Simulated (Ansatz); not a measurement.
Relaxed TiSi$_{2}$ (C49 type, space group Cmcm):

```
CELL_PARAMETERS angstrom
      1.77307    -6.78170     0.00000
      1.77307     6.78170     0.00000
      0.00000     0.00000     3.57984
ATOMIC_POSITIONS crystal
  Si 0.94083 0.05917 0.75000
  Si 0.05917 0.94083 0.25000
  Si 0.25028 0.74972 0.75000
  Si 0.74972 0.25028 0.25000
  Ti 0.60319 0.39681 0.75000
  Ti 0.39681 0.60319 0.25000
```

All values below come from PBE (plane waves to 420 eV, PAW, scalar-relativistic; Ansatz, a program for electronic structure). k mesh 11×11×11 (Γ-centred), Fermi-Dirac smearing 0.05 eV. With partly filled bands, energies and forces of such displacements shift with the k mesh and the smearing. This is one of several known forms of TiSi2; the measured ambient cells at hand have space group No. 70. TiSi2 is run without spin polarisation. TiSi2 was relaxed with its symmetry unable to fall.

One atom of the cell was then moved (with its periodic images), all else fixed, and the forces (eV/Å) came out as:

```csv
atom,Fx,Fy,Fz
Si1,0.002,-0.004,0.000
Si2,-0.428,0.006,0.000
Si3,0.007,0.002,0.000
Si4,-0.005,-0.003,0.000
Ti5,0.344,0.002,0.000
Ti6,0.080,-0.004,0.000
```

Which atom was moved, and by which vector (Å)?

Si2, by (0.05, 0.00, 0.00), 0.05 Å in all.

(A displaced cell: forces are minus the slopes of the energy, force constants its curvatures, and phonons follow from these.)
